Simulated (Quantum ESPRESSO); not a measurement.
**Kohn-Sham bands of Zn2SeS (P-4m2)**

```xyz
4
Lattice="3.9093 0.0000 0.0000 0.0000 3.9093 0.0000 0.0000 0.0000 5.5221" Properties=species:S:1:pos:R:3 pbc="T T T"
Zn     1.9546     0.0000    -1.3084
Zn     0.0000     1.9546     1.3084
Se     0.0000     0.0000     2.7611
S      1.9546     1.9546     0.0000
```

Cell from Materials Project (mp-1215430), symmetrised, no further relaxation. Not found in the COD (Crystallography Open Database) copy used; not checked further. Method: PBEsol plane waves in Quantum ESPRESSO 7.5 (PseudoDojo norm-conserving files, 69 Ry, spinors with spin-orbit coupling), Bloch states on a 4×4×4 mesh through Γ, Wannier90 4.0.1. Density: 8×8×6 mesh, cold smearing 0.01 Ry.

Energies are relative to the valence-band maximum; weights are on the orthonormalised atomic waves of the pseudopotential files, averaged over the group. 62 electrons a cell are treated as valence.

Into which isolated groups do the bands fall, where do they lie and what are they made of?


| bands | from (eV) | to (eV) | filling | weight on atomic waves |
|---|---|---|---|---|
| 1–4 | -124.93 | -124.93 | filled | Zn 3s 100 % |
| 5–8 | -81.31 | -81.31 | filled | Zn 3p 100 % |
| 9–16 | -78.24 | -78.23 | filled | Zn 3p 100 % |
| 17–20 | -47.43 | -47.41 | filled | Se 3d 100 % |
| 21–26 | -46.53 | -46.51 | filled | Se 3d 100 % |
| 27–30 | -13.38 | -12.18 | filled | Se 4s 43 %, S 3s 42 %, Zn 4s 10 % |
| 31–62 | -6.76 | 0.00 | filled | Zn 3d 62 %, S 3p 16 %, Se 4p 16 % |

The Kohn-Sham gap over both meshes and the path is 1.40 eV.
